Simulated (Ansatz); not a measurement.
SbPt:
```yaml
crystal:
  lattice:
    - [4.17384, 0.00000, 0.00000]
    - [-2.08692, 3.61465, 0.00000]
    - [0.00000, 0.00000, 5.46416]
  atoms:
    - { symbol: Sb, position: [0.66667, 0.33333, 0.75000] }
    - { symbol: Sb, position: [0.33333, 0.66667, 0.25000] }
    - { symbol: Pt, position: [0.00000, 0.00000, 0.50000] }
    - { symbol: Pt, position: [0.00000, 0.00000, 0.00000] }
```

Relaxed with PBEsol. Special points in fractions of this cell's reciprocal vectors: Γ (0.000, 0.000, 0.000); M (0.500, 0.000, 0.000); K (0.333, 0.333, 0.000); A (0.000, 0.000, 0.500); L (0.500, 0.000, 0.500); H (0.333, 0.333, 0.500).

List the band energies nearest the Fermi level at these points for PBEsol with spin–orbit coupling in the plane-wave PAW code Ansatz.

In eV from the Fermi level; about four levels below and three above (degenerate sets whole), none deeper than 8.9 eV; points with the same levels are listed once.

| k | below | above |
|---|---|---|
| Γ | -1.77 -1.77 -0.71 -0.71 | 0.32 0.32 0.86 0.86 |
| M | -1.83 -1.83 -0.59 -0.59 | 1.99 1.99 4.11 4.11 |
| K | -0.62 -0.62 -0.44 -0.44 | 0.58 0.58 0.81 0.81 |
| A | -1.19 -1.19 -1.19 -1.19 | 2.07 2.07 2.07 2.07 |
| L | -2.71 -2.71 -2.71 -2.71 | 0.36 0.36 0.36 0.36 |
| H | -1.77 -1.77 -1.55 -1.55 | 4.15 4.15 4.23 4.23 |

Space group P6_3/mmc (NiAs type). The first step of the workflow began from a Materials Project structure, measured or hypothetical; the Crystallography Open Database files this formula in space group No. 194, but the cells were not matched. Whether it is the stable phase at ambient conditions was not checked. The cell was relaxed with PBEsol under the symmetry of its start; whether a distortion lowers the energy is not shown. The run is not spin-polarised.

Potentials: the later of the program's two PAW sets.
